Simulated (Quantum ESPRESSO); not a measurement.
## Ga2AlInP4 (convergence and cost over cutoff and k mesh)

Computed values, not a measurement. The program is pw.x of Quantum ESPRESSO 7.5 (plane-wave density functional theory). The cell is made up: 8 atoms on a zincblende/diamond lattice, with randomly drawn elements, strain and displacements, not relaxed. PseudoDojo standard norm-conserving files (v0.5 for PBE, v0.4.1 for LDA and PBEsol) set the functional; there is no spin polarisation, spin-orbit coupling or dispersion term, and the masses in the input are unused placeholders.

Input of the run in row 2:

```
&control calculation='scf', pseudo_dir='./dojo.nc.sr.pbe.v0_5.standard.upf', outdir='./o', disk_io='medium', tprnfor=.true., tstress=.true. /
&system ibrav=0, nat=8, ntyp=4, nbnd=37, ecutwfc=79.96652505, nosym=.true., tot_charge=0,
 occupations='smearing', smearing='fd', degauss=0.0018374661
/
&electrons conv_thr=7.350e-09, electron_maxstep=60, /
ATOMIC_SPECIES
Al 1.0 Al.upf
Ga 1.0 Ga.upf
In 1.0 In.upf
P 1.0 P.upf
CELL_PARAMETERS angstrom
5.7324 0.0 0.0
0.0 5.7324 0.0
0.0 0.0 5.7324
ATOMIC_POSITIONS angstrom
Ga -0.0525 0.0163 -0.0665
Ga 0.0384 2.9725 3.0472
Al 2.8009 -0.0984 2.9657
In 2.8338 2.9268 -0.1221
P 1.5333 1.47 1.3903
P 1.3739 4.3936 4.236
P 4.3956 1.5677 4.2044
P 4.3201 4.4141 1.5075
K_POINTS automatic
4 4 4 1 1 1
```

The same cell was run at these settings. Meshes are shifted by half a step, and differences are from the last row, which is itself not exact.

| cutoff (eV) | k mesh | k points solved | threshold (eV) | free energy less the last row's (eV) | pressure (GPa) | largest stress difference (GPa) | largest force difference (eV/Å) | iterations | wall time (s) | k-point pools | processor |
| --- | --- | --- | --- | --- | --- | --- | --- | --- | --- | --- | --- |
| 762 | 2 x 2 x 2 | 4 | 1e-04 | 3.801 | -27.72 | 25.45 | 0.049 | 7 | 55 | 1 | AMD EPYC, Zen 5 class |
| 1088 | 4 x 4 x 4 | 32 | 1e-07 | 0.008 | -2.32 | 0.02 | 0.002 | 10 | 564 | 1 | AMD EPYC, Zen 5 class |
| 1377 | 6 x 6 x 6 | 108 | 1e-07 | 0.000 | -2.31 | 0.00 | 0.000 | 10 | 1449 | 1 | AMD EPYC, Zen 5 class |

Each pool is one process. Wall times include start-up and a band step at six k points, which weighs most on the coarsest meshes. The runs were on shared virtual cores whose load varied, so times are rough.